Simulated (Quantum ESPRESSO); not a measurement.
## ZrSi2TiO8 (convergence and cost over cutoff and k mesh)

A calculation, not a measurement. The program is pw.x of Quantum ESPRESSO 7.5 (plane-wave density functional theory). The cell is made up: 12 atoms on a rutile lattice, with randomly drawn elements, strain and displacements, not relaxed. PseudoDojo standard norm-conserving files (v0.5 for PBE, v0.4.1 for LDA and PBEsol) set the functional; there is no spin polarisation, spin-orbit coupling or dispersion term, and the masses in the input are unused placeholders.

Input of the run in row 4:

```
&control calculation='scf', pseudo_dir='./dojo.nc.sr.pbe.v0_5.standard.upf', outdir='./o', disk_io='medium', tprnfor=.true., tstress=.true. /
&system ibrav=0, nat=12, ntyp=4, nbnd=46, ecutwfc=84.00895049, nosym=.true., tot_charge=0,
 occupations='smearing', smearing='fd', degauss=0.0018374661
/
&electrons conv_thr=7.350e-09, electron_maxstep=60, /
ATOMIC_SPECIES
O 1.0 O.upf
Si 1.0 Si.upf
Ti 1.0 Ti.upf
Zr 1.0 Zr.upf
CELL_PARAMETERS angstrom
4.5444 0.0 0.0
0.0 4.5444 0.0
0.0 0.0 5.864
ATOMIC_POSITIONS angstrom
Zr -0.0191 -0.0255 0.0113
Si 2.2878 2.3111 1.4759
Si 0.0423 0.0133 2.9218
Ti 2.2418 2.2838 4.3753
O 1.4203 1.3673 -0.0004
O 3.2062 3.1457 -0.0128
O 3.6347 0.8367 1.4499
O 0.8296 3.6295 1.4898
O 1.4417 1.3973 2.8979
O 3.0945 3.1544 2.9317
O 3.6348 0.8909 4.408
O 0.8829 3.6772 4.4282
K_POINTS automatic
5 5 4 1 1 1
```

The same cell was run at these settings. Meshes are shifted by half a step, and differences are from the last row, which is itself not exact.

| cutoff (eV) | k mesh | k points solved | threshold (eV) | free energy less the last row's (eV) | pressure (GPa) | largest stress difference (GPa) | largest force difference (eV/Å) | iterations | wall time (s) | k-point pools | processor |
| --- | --- | --- | --- | --- | --- | --- | --- | --- | --- | --- | --- |
| 800 | 2 x 2 x 2 | 4 | 1e-04 | 1.220 | -2.81 | 11.82 | 0.057 | 12 | 45 | 1 | AMD EPYC, Zen 5 class |
| 1143 | 1 x 1 x 1 | 1 | 1e-07 | 1.054 | 12.27 | 9.70 | 1.022 | 16 | 44 | 1 | AMD EPYC, Zen 5 class |
| 634 | 5 x 5 x 4 | 50 | 1e-07 | 8.987 | -42.17 | 51.44 | 0.122 | 15 | 95 | 4 | Intel Xeon, older |
| 1143 | 5 x 5 x 4 | 50 | 1e-07 | 0.003 | 8.93 | 0.04 | 0.001 | 15 | 822 | 1 | AMD EPYC, Zen 5 class |
| 1467 | 7 x 7 x 6 | 147 | 1e-07 | 0.000 | 8.97 | 0.00 | 0.000 | 15 | 893 | 4 | Intel Xeon, older |

Each pool is one process. Wall times include start-up and a band step at six k points, which weighs most on the coarsest meshes. The runs were on shared virtual cores whose load varied, so times are rough.